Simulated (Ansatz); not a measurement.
Consider the following.

ZnSnO3:
```yaml
crystal:
  lattice:
    - [2.61269, 1.50844, 4.62093]
    - [-2.61269, 1.50844, 4.62093]
    - [0.00000, -3.01688, 4.62093]
  atoms:
    - { symbol: Zn, position: [0.71532, 0.71532, 0.71532] }
    - { symbol: Zn, position: [0.21532, 0.21532, 0.21532] }
    - { symbol: Sn, position: [0.99754, 0.99754, 0.99754] }
    - { symbol: Sn, position: [0.49754, 0.49754, 0.49754] }
    - { symbol: O, position: [0.39520, 0.78970, 0.10364] }
    - { symbol: O, position: [0.78970, 0.10364, 0.39520] }
    - { symbol: O, position: [0.10364, 0.39520, 0.78970] }
    - { symbol: O, position: [0.60364, 0.28970, 0.89520] }
    - { symbol: O, position: [0.89520, 0.60364, 0.28970] }
    - { symbol: O, position: [0.28970, 0.89520, 0.60364] }
```

This is the LDA-relaxed structure. Tensor components refer to the Cartesian frame of this cell.

Task: All from the program Ansatz at the LDA level (PAW), unless another level is named. Estimate the formation energy from the elements (no fitted shifts).

Result: -1.66 eV/atom.

Task: What about the electron effective mass?

Result: 0.21 mₑ (isotropic).

Task: What about the band gap?

Result: 1.45 eV (direct).

Task: Give the hole effective mass, band 1 of 2 at the edge.

Result: 12 along z (mₑ).

Task: What about the hole effective mass, band 2 of 2 at the edge?

Result: 0.88 along x, 12 along z (mₑ).

Space group R3c. The cell was relaxed with LDA under the symmetry of its start. The references are the lowest solids computed at this level, not always the standard phases (solids in place of the gases). Scalar-relativistic: spin–orbit coupling is off unless named, which matters more the heavier the elements.

Potentials: the later of the program's two PAW sets.
